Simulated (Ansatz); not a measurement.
Relaxation of a relaxed WS2 cell, doubled along one cell vector, shaken by Gaussian noise of σ = 0.08 Å a coordinate; 12 atoms in the cell, which starts as P1 (No. 1), aP12; a = 3.231 Å, b = 5.878 Å, c = 11.756 Å, α = 90.00°, β = 90.00°, γ = 90.00°. Method: PBE (plane waves to 420 eV, PAW, scalar-relativistic; Ansatz, an electronic-structure program). Γ-centred k-mesh 4×2×7 on the run's cell (coarser than for final values), Fermi–Dirac smearing 0.05 eV. This is the first round of the run. 

The optimiser's lines from the output (shortened; P is positive under compression):

```
relax step   1: F+E_penalty+E_count = -48763.44107090 eV  Δ(F+E_penalty+E_count) = +0.000e0 eV  max|allowed force component| = 3.143e0 eV/Å  Δτ_max = 0.0000 Å  P = +4.601 GPa  Ω = 223.292 Å³  (10 SCF iters, dr2 threshold 1.00e-7 eV, accepted)
relax step   2: F+E_penalty+E_count = -48764.71118719 eV  Δ(F+E_penalty+E_count) = -1.270e0 eV  max|allowed force component| = 9.093e-1 eV/Å  Δτ_max = 0.1948 Å  P = -0.144 GPa  Ω = 224.691 Å³  (7 SCF iters, dr2 threshold 1.20e-6 eV, accepted)
relax step   3: F+E_penalty+E_count = -48764.89318207 eV  Δ(F+E_penalty+E_count) = -1.820e-1 eV  max|allowed force component| = 4.706e-1 eV/Å  Δτ_max = 0.2000 Å  P = -0.087 GPa  Ω = 222.558 Å³  (7 SCF iters, dr2 threshold 1.20e-6 eV, accepted)
relax step   4: F+E_penalty+E_count = -48764.98049686 eV  Δ(F+E_penalty+E_count) = -8.731e-2 eV  max|allowed force component| = 2.521e-1 eV/Å  Δτ_max = 0.0943 Å  P = -0.312 GPa  Ω = 221.224 Å³  (6 SCF iters, dr2 threshold 1.20e-6 eV, accepted)
relax step   5: F+E_penalty+E_count = -48765.14665385 eV  Δ(F+E_penalty+E_count) = -1.662e-1 eV  max|allowed force component| = 2.087e-1 eV/Å  Δτ_max = 0.1957 Å  P = -1.702 GPa  Ω = 217.895 Å³  (6 SCF iters, dr2 threshold 1.20e-6 eV, accepted)
relax step   6: F+E_penalty+E_count = -48765.20599258 eV  Δ(F+E_penalty+E_count) = -5.934e-2 eV  max|allowed force component| = 3.318e-1 eV/Å  Δτ_max = 0.1929 Å  P = -3.168 GPa  Ω = 212.447 Å³  (6 SCF iters, dr2 threshold 1.20e-6 eV, accepted)
relax step   7: F+E_penalty+E_count = -48765.24567354 eV  Δ(F+E_penalty+E_count) = -3.968e-2 eV  max|allowed force component| = 3.708e-1 eV/Å  Δτ_max = 0.0769 Å  P = -0.719 GPa  Ω = 210.347 Å³  (7 SCF iters, dr2 threshold 1.20e-6 eV, accepted)
relax step   8: F+E_penalty+E_count = -48765.29453930 eV  Δ(F+E_penalty+E_count) = -4.887e-2 eV  max|allowed force component| = 4.789e-2 eV/Å  Δτ_max = 0.0797 Å  P = -0.113 GPa  Ω = 208.107 Å³  (6 SCF iters, dr2 threshold 1.20e-6 eV, accepted)
relax step   9: F+E_penalty+E_count = -48765.29578593 eV  Δ(F+E_penalty+E_count) = -1.247e-3 eV  max|allowed force component| = 4.150e-3 eV/Å  Δτ_max = 0.0101 Å  P = -0.019 GPa  Ω = 207.636 Å³  (6 SCF iters, dr2 threshold 1.43e-7 eV, accepted)
relax step  10: F+E_penalty+E_count = -48765.29583831 eV  Δ(F+E_penalty+E_count) = -5.238e-5 eV  max|allowed force component| = 6.579e-4 eV/Å  Δτ_max = 0.0020 Å  P = -0.002 GPa  Ω = 207.537 Å³  (6 SCF iters, dr2 threshold 1.69e-9 eV, accepted)
relax step  11: F+E_penalty+E_count = -48765.29288925 eV  Δ(F+E_penalty+E_count) = +2.949e-3 eV  max|allowed force component| = 5.480e-4 eV/Å  Δτ_max = 0.0000 Å  P = -0.011 GPa  Ω = 207.537 Å³  stress off target by 2.64e-2 GPa  SCF on the basis re-selected at this cell (its energy is not comparable with the rows above)  (6 SCF iters)
relax step  12: F+E_penalty+E_count = -48765.29290648 eV  Δ(F+E_penalty+E_count) = -1.723e-5 eV  max|allowed force component| = 1.749e-4 eV/Å  Δτ_max = 0.0006 Å  P = +0.000 GPa  Ω = 207.495 Å³  (6 SCF iters, dr2 threshold 1.74e-9 eV, accepted)
relax step  13: F+E_penalty+E_count = -48765.29290290 eV  Δ(F+E_penalty+E_count) = +3.578e-6 eV  max|allowed force component| = 1.766e-4 eV/Å  Δτ_max = 0.0000 Å  P = +0.000 GPa  Ω = 207.495 Å³  stress off target by 1.43e-3 GPa  SCF on the basis re-selected at this cell (its energy is not comparable with the rows above)  (11 SCF iters)
```

From the first to the last row the energy changes by -0.15 eV/atom and the volume by -7.1 %. The last row is marked as not comparable with the walk above it, whose basis was carried along; it does compare with step 1, since both stand on a basis selected at the nominal cutoff for their own cell.

Later rounds, restarted from the end of this one on a renewed k-mesh, logged 5 more steps and released under 0.01 eV/atom more. The final structure after all rounds: Pnnm (No. 58), oP6, AFLOW prototype AB2_oP6_58_a_g (as in Fe2C); a = 5.4122 Å, b = 6.0292 Å, c = 3.1762 Å, α = 90.00°, β = 90.00°, γ = 90.00°. Between re-selections the logged energies stand on a plane-wave basis carried along with the cell. No spin polarisation in the result.

The relaxed structure here is a generated cell of WS2: the first start was made by placing the elements on the sites of a structure type, and the end was not matched to a known phase here, so it may be hypothetical. Known forms of WS2 include space group No. 194.
